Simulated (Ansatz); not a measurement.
# Two states of Ni$_{3}$GeS$_{4}$

```
Ge S Ni
1.0
     0.00000    5.20220    0.00000
     5.20220    0.00000    0.00000
     2.60110    2.60110   -5.20220
Ge S Ni
1 4 3
Cartesian
  0.0000 0.0000 0.0000
  3.9016 3.9016 -3.9016
  1.3005 3.9016 -1.3005
  6.5027 6.5027 -3.9016
  3.9016 1.3005 -1.3005
  2.6011 5.2022 -2.6011
  5.2022 2.6011 -2.6011
  2.6011 2.6011 0.0000
```

The numbers come from plane-wave PAW DFT (Ansatz): r2SCAN, 500 eV, 5×5×5 Γ-centred k points, fermi-dirac occupations (width 0.1 eV). Nothing was relaxed.

State A: Ni6 up, Ni7 down, Ni8 up (collinear spin). State B: Ni6 up, Ni7 up, Ni8 up (collinear spin).

Question: Which state is lower, and how do they differ?

Answer: State B is lower by 18.1 meV an atom at zero smearing; in free energy at this smearing B lies -16.2 meV an atom from A.

| state | free energy (meV/atom) | largest moment in a small sphere (μB) | net moment (μB/cell) | gap on mesh (eV) | pressure (GPa) | largest force (eV/Å) |
| --- | --- | --- | --- | --- | --- | --- |
| A | 16.2 | 0.76 | 0.87 | metal | -2.4 | 0.71 |
| B | 0.0 | 1.03 | 3.81 | metal | -1.7 | 0.42 |

Origin: a known structure type with other elements, at an estimated volume, so it need not be a known compound. Caveats: the state breaks the symmetry of the cell; semilocal functionals often miss the gap of such magnets.
